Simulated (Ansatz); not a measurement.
Single point in Ansatz 0.2.0 with PBE, no spin polarisation. Cutoff 420 eV, PAW datasets, 6×6×6 Γ-centred k mesh, gaussian filling (width 0.0323 eV).

Computed maps in the lattice plane spanned by a (left to right, 4.62 Å, 14 points from zero) and b (bottom to top, 4.62 Å, 14 points from zero), 90° apart, at height 0.500 along c. The fields are smooth PAW ones with compensation charges, not the true ones near nuclei.

Valence density. Digits on a logarithmic scale: 0 up to 0.03 e/Å³, each further digit a factor of 1.6, 9 from 1.3 e/Å³ up:
```
45555554444444
45433454433334
45322354433334
45322354433334
45433454433334
45555554444444
44444444444444
44444444555555
44333344543345
44333344532235
44333344532235
44333344543345
44444444555555
44444444444444
```

**Question.** The cell is LaYb$_{2}$Al$_{2}$. Which atoms lie within 0.2 Å of this plane, and where (fractions of a and b)?

**Answer.** Al at (0.75, 0.25), Al at (0.25, 0.75). The whole cell:
```
CELL_PARAMETERS angstrom
0.00000 4.62138 0.00000
4.62138 0.00000 0.00000
2.31069 2.31069 -5.93016
ATOMIC_POSITIONS crystal
Al 0.75000 0.25000 0.50000
Al 0.25000 0.75000 0.50000
La 0.00000 0.00000 0.00000
Yb 0.37800 0.37800 0.24400
Yb 0.62200 0.62200 0.75600
```

Origin: a known structure type with other elements, at an estimated volume, so it need not be a known compound. Caveats: no spin polarisation, so a magnetic state may lie lower; f levels without a U or exact exchange are poorly placed.
